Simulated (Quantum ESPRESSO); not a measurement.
NMR parameters of BaSr$_{3}$Te$_{4}$ (changed cell)

```
CELL_PARAMETERS angstrom
      6.82612     0.00000     0.00000
      0.00000     6.82612     0.00000
      0.00000     0.00000     6.82612
ATOMIC_POSITIONS crystal
  Ba 0.00000 0.00000 0.00000
  Te 0.50000 0.00000 0.00000
  Sr 0.00000 0.50000 0.50000
  Te 0.50000 0.50000 0.50000
  Sr 0.50000 0.00000 0.50000
  Te 0.00000 0.00000 0.50000
  Sr 0.50000 0.50000 0.00000
  Te 0.00000 0.50000 0.00000
```
The cell was made here from a computed Materials Project entry: one of 4 Sr replaced by Ba, cell and atoms relaxed (PBE without dispersion, pw.x of a modified build of Quantum ESPRESSO, symmetry kept). The parent is SrTe in Fm-3m; whether this form has been observed was not checked. The swapped cell is a model, not a known phase. Stability against distortions was not tested.

Shieldings are absolute and leave out the bulk-susceptibility term; a larger σ means a smaller chemical shift. By our sweeps, such settings leave a few ppm in absolute σ on light atoms and up to some 20 ppm from Zn on. Spin–orbit coupling is left out; its weight grows with the heaviest atom, Ba here. No d partial waves on Te: the paramagnetic term there is incompletely reconstructed. The structure is static (0 K, no zero-point motion).

Problem. What do the calculations give at each independent site (shieldings by GIPAW with PBE in Quantum ESPRESSO, on JTH PAW datasets, 20 Ha, k-mesh 6×6×6 shifted, f-sum rule met within 0.01 %)?

Solution. 
| site | site symmetry | σ_iso (ppm) |
|---|---|---|
| Ba (atom 1) | m-3m | 4221 |
| Te1 (atoms 2, 6, 8) | 4/mmm | 2800 |
| Sr (atoms 3, 5, 7) | 4/mmm | 2691 |
| Te2 (atom 4) | m-3m | 3064 |
